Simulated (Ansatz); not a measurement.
Relaxation path: LaGeIr

DFT, PBEsol, PAW with Ansatz's default frozen-core files, scalar-relativistic (Ansatz 0.2.0); a Γ-centred 11×11×11 k mesh, Fermi–Dirac smearing of 0.05 eV, no spin polarisation. The run relaxes cell and atoms at a target pressure of 0 GPa.

Command: `ansatz run input.yaml --threads 2 --pin off --max-ram 5120MiB --backend cpu --events-out ev --progress --plain --runs-dir out` It took 3.2 min on 2 threads of Intel(R) Xeon(R) 6975P-C (Granite Rapids), on a shared host, peak memory 0.93 GiB.

PAW: frozen-core files, cutoff 420 eV; forces are relaxed below 0.005 eV/Å.

Each step lists its free energy a cell above the last geometry, the pressure, the cell vectors (Å), and Cartesian positions (Å) with forces (eV/Å).

The first step:

```
step 1  dF = 35.14 meV  P = -2.95 GPa
  cell -2.1874 2.1874 7.1175  2.1874 -2.1874 7.1175  2.1874 2.1874 -7.1175
  La 2.1874 0.0000 3.4781   0.0000 0.0000 -0.0166
  La 0.0000 0.0000 7.0368   0.0000 0.0000 -0.0166
  Ge 0.0000 2.1874 2.3555   0.0000 0.0000 0.0100
  Ge 0.0000 0.0000 13.0318   0.0000 0.0000 0.0100
  Ir 0.0000 2.1874 4.8142   0.0000 0.0000 0.0066
  Ir 0.0000 0.0000 1.2555   0.0000 0.0000 0.0066
```

Spin–orbit coupling is left out, which matters for the heavy atoms. The PAW files were made under PBE.

Problem. Where does the relaxation end, and by which steps?

Solution. After 5 geometries, with conventional a, b, c = 4.321, 4.321, 14.197 Å, at 22.092 Å³/atom (-2.69 % against the start) in space group I4_1md, with a shortest distance of 2.430 Å. The further steps:
```
step 2  dF = 20.98 meV  P = 2.54 GPa
  cell -2.1474 2.1474 7.0487  2.1474 -2.1474 7.0487  2.1474 2.1474 -7.0487
  La 2.1474 0.0000 3.4430   0.0000 0.0000 0.0777
  La 0.0000 0.0000 6.9674   0.0000 0.0000 0.0777
  Ge 0.0000 2.1474 2.3373   0.0000 0.0000 -0.0039
  Ge 0.0000 0.0000 12.9104   0.0000 0.0000 -0.0039
  Ir 0.0000 2.1474 4.7645   0.0000 0.0000 -0.0738
  Ir 0.0000 0.0000 1.2402   0.0000 0.0000 -0.0738
step 3  dF = 0.44 meV  P = -0.09 GPa
  cell -2.1639 2.1639 7.0867  2.1639 -2.1639 7.0867  2.1639 2.1639 -7.0867
  La 2.1639 0.0000 3.4678   0.0000 0.0000 0.0126
  La 0.0000 0.0000 7.0112   0.0000 0.0000 0.0126
  Ge 0.0000 2.1639 2.3463   0.0000 0.0000 0.0142
  Ge 0.0000 0.0000 12.9763   0.0000 0.0000 0.0142
  Ir 0.0000 2.1639 4.7875   0.0000 0.0000 -0.0268
  Ir 0.0000 0.0000 1.2442   0.0000 0.0000 -0.0268
step 4  dF = 0.06 meV  P = 0.00 GPa
  cell -2.1617 2.1617 7.0933  2.1617 -2.1617 7.0933  2.1617 2.1617 -7.0933
  La 2.1617 0.0000 3.4763   0.0000 0.0000 -0.0014
  La 0.0000 0.0000 7.0230   0.0000 0.0000 -0.0014
  Ge 0.0000 2.1617 2.3487   0.0000 0.0000 -0.0044
  Ge 0.0000 0.0000 12.9886   0.0000 0.0000 -0.0044
  Ir 0.0000 2.1617 4.7865   0.0000 0.0000 0.0058
  Ir 0.0000 0.0000 1.2398   0.0000 0.0000 0.0058
step 5  dF = 0.00 meV  P = 0.01 GPa
  cell -2.1606 2.1606 7.0986  2.1606 -2.1606 7.0986  2.1606 2.1606 -7.0986
  La 2.1606 0.0000 3.4794   0.0000 0.0000 0.0004
  La 0.0000 0.0000 7.0287   0.0000 0.0000 0.0004
  Ge 0.0000 2.1606 2.3509   0.0000 0.0000 -0.0029
  Ge 0.0000 0.0000 12.9988   0.0000 0.0000 -0.0029
  Ir 0.0000 2.1606 4.7892   0.0000 0.0000 0.0025
  Ir 0.0000 0.0000 1.2399   0.0000 0.0000 0.0025
step 6  dF = 0.60 meV  P = 0.01 GPa  (same geometry on a basis chosen anew; earlier energies don't compare to the last digit)
  cell -2.1606 2.1606 7.0986  2.1606 -2.1606 7.0986  2.1606 2.1606 -7.0986
  La 2.1606 0.0000 3.4794   0.0000 0.0000 0.0004
  La 0.0000 0.0000 7.0287   0.0000 0.0000 0.0004
  Ge 0.0000 2.1606 2.3509   0.0000 0.0000 -0.0029
  Ge 0.0000 0.0000 12.9988   0.0000 0.0000 -0.0029
  Ir 0.0000 2.1606 4.7892   0.0000 0.0000 0.0025
  Ir 0.0000 0.0000 1.2399   0.0000 0.0000 0.0025
```
